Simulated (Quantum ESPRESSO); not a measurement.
Zr2WO6F2, a curve over strain

Computed values, not a measurement. The program is pw.x of Quantum ESPRESSO 7.5 (plane-wave density functional theory). The cell is made up: 11 atoms on a rutile lattice with one site empty, with randomly drawn elements, strain and displacements, not relaxed. PseudoDojo standard norm-conserving files (v0.5 for PBE, v0.4.1 for LDA and PBEsol) set the functional; there is no spin polarisation, spin-orbit coupling or dispersion term, and the masses in the input are unused placeholders. A spin-polarised start on this cell or one of its family kept no moment above 0.05 Bohr magneton at the same smearing; a narrower smearing was not tried.

Seven runs add a strain to one cell (shear xy, as the tensor component); the atoms follow the cell and are not relaxed. Stress in the table is positive in tension.

Input of the run at -0.0024:

```
&control calculation='scf', pseudo_dir='./dojo.nc.sr.pbe.v0_5.standard.upf', outdir='./o', disk_io='low', tprnfor=.true., tstress=.true. /
&system ibrav=0, nat=11, ntyp=4, nbnd=50, ecutwfc=84.00895049, nosym=.true., tot_charge=0,
 occupations='smearing', smearing='fd', degauss=0.0018374661
/
&electrons conv_thr=7.350e-09, electron_maxstep=60, /
ATOMIC_SPECIES
F 1.0 F.upf
O 1.0 O.upf
W 1.0 W.upf
Zr 1.0 Zr.upf
CELL_PARAMETERS angstrom
4.7215 -0.0085 0.0603
-0.0087 4.8088 -0.0733
0.0798 -0.097 6.2308
ATOMIC_POSITIONS angstrom
Zr 2.4127 2.306 1.4929
W 0.0711 -0.0169 3.1184
Zr 2.3986 2.3091 4.6606
O 1.49 1.4871 -0.0034
O 3.2929 3.2951 -0.0141
O 3.8299 0.8663 1.6406
O 0.8785 3.8295 1.5022
O 1.4304 1.3892 3.0949
F 3.3642 3.252 3.1374
F 3.8596 0.8944 4.703
O 1.0234 3.781 4.6731
K_POINTS automatic
5 5 4 1 1 1
```

| added strain | free energy less that of the input shown (eV) | stress xx (GPa) | stress yy (GPa) | stress zz (GPa) | stress xy (GPa) | pressure (GPa) | next band up at Gamma (eV) | iterations |
| --- | --- | --- | --- | --- | --- | --- | --- | --- |
| -0.0229 | 0.2576 | -7.73 | -6.07 | 4.05 | -10.62 | 3.25 | 1.474 | 19 |
| -0.0142 | 0.1160 | -7.92 | -6.29 | 5.09 | -7.58 | 3.04 | 1.469 | 19 |
| -0.0098 | 0.0619 | -8.08 | -6.47 | 5.58 | -6.04 | 2.99 | 1.467 | 20 |
| -0.0024 | 0.0000 | -8.44 | -6.86 | 6.34 | -3.41 | 2.99 | 1.461 | 20 |
| +0.0042 | -0.0261 | -8.86 | -7.33 | 6.95 | -1.05 | 3.08 | 1.456 | 20 |
| +0.0086 | -0.0279 | -9.19 | -7.69 | 7.33 | 0.55 | 3.19 | 1.451 | 20 |
| +0.0204 | 0.0314 | -10.30 | -8.89 | 8.20 | 4.89 | 3.66 | 1.436 | 19 |

A cubic fit gives a slope of stress xy against the added strain of 358 GPa at zero added strain, with the atoms clamped. Across the table the free energy follows the integral of the stress to within 0.4 meV. A rerun of one of the cells at a cutoff of 1467 eV and k mesh 7 x 7 x 6 moved values by no more than 0.006 eV in energy, 0.02 GPa in stress and 0.003 eV/Å in force. The band column is the level of band 45 at Gamma less that of band 44, whose number is half the electron count, rounded up; it comes from a band step after each run.